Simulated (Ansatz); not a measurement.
HfO2 in space group P2_1/c (No. 14; Hf on 4e, O on 4e, O on 4e), the program Ansatz at the r²SCAN level (PAW). The conduction-band minimum lies at Y2, with 1 equivalent valley. Second derivatives d²E/dk² of the lowest band at one valley (eV·Å²), along Cartesian directions:

```csv
direction,d²E/dk²
[100],6.525
[010],7.352
[001],2.575
[110],6.936
[101],6.899
[011],4.962
```

Question: Find the principal effective masses, the density-of-states mass and the conductivity mass.

Answer: Off-diagonal terms follow from H_xy = H[110] − (H_xx + H_yy)/2, and m*/mₑ = 7.620 eV·Å² over each eigenvalue: 1.0, 1.0, 5.1. One valley's DOS mass (m₁m₂m₃)^(1/3) = 1.7, conductivity mass 3/(Σ 1/mᵢ) = 1.4 mₑ.

Question: What effective density of states Nc follows at 300 K for parabolic valleys?

Answer: Nc = 2.509e19 × 1 × (1.7)^(3/2) ≈ 5.6e19 cm⁻³.

Symmetry was held in the r²SCAN relaxation. The run is not spin-polarised. Spin–orbit coupling is left out wherever it is not named.

Potentials: the later of the program's two PAW sets.

Edges and masses are those of Kohn–Sham bands, whose gap is no quasiparticle gap.
